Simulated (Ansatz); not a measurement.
ScAg3 (Cu3Au type, space group No. 221) under volume change, r²SCAN in the plane-wave PAW code Ansatz, scaled uniformly.

```
V (Å³/atom)  E − E(relaxed) (meV/atom)  P (GPa)
-----------  -------------------------  -------
16.912                            52.4    11.06
17.470                            21.8     6.67
18.027                             5.1     3.03
18.585                             0.0     0.00
19.142                             4.5    -2.51
19.700                            17.0    -4.60
20.258                            36.1    -6.32
```

Question: What does a third-order Birch–Murnaghan fit give for V₀, B₀ and B′?

Answer: V₀ = 18.58 Å³/atom, B₀ = 91.8 GPa, B′ = 5.2.

Space group Pm-3m (Cu3Au type). The start of the workflow was typed in or built on a structure type; neither database checked (COD, Materials Project) lists it. Whether it is the stable phase at ambient conditions was not checked. The cell was relaxed with r²SCAN under the symmetry of its start; whether a distortion lowers the energy is not shown. No spin polarisation was allowed.

Potentials: the earlier of the program's two PAW sets.
